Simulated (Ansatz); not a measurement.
Input:

TiAl (L1₀ or tetragonal B2, P4/mmm), a = 2.765 Å, b = 2.765 Å, c = 4.003 Å, α = 90.00°, β = 90.00°, γ = 90.00°.

This is the LDA-relaxed structure.

Problem. All from LDA in the plane-wave PAW code Ansatz, unless another level is named. Predict the Debye temperature from the elastic constants.

Solution. 556 K.

Problem. And the highest zone-centre frequency?

Solution. 39.4 meV.

The cell was relaxed with LDA under the symmetry of its start; of distortions, only those at the zone centre were tested. No spin polarisation was allowed. As this level gives no gap, shear constants depend on the k-mesh and smearing (Fermi–Dirac, 0.1 eV here). Axis ratios of metals converge slowly with the k-mesh, so a and c are less sure than the volume.

Potentials: the earlier of the program's two PAW sets.
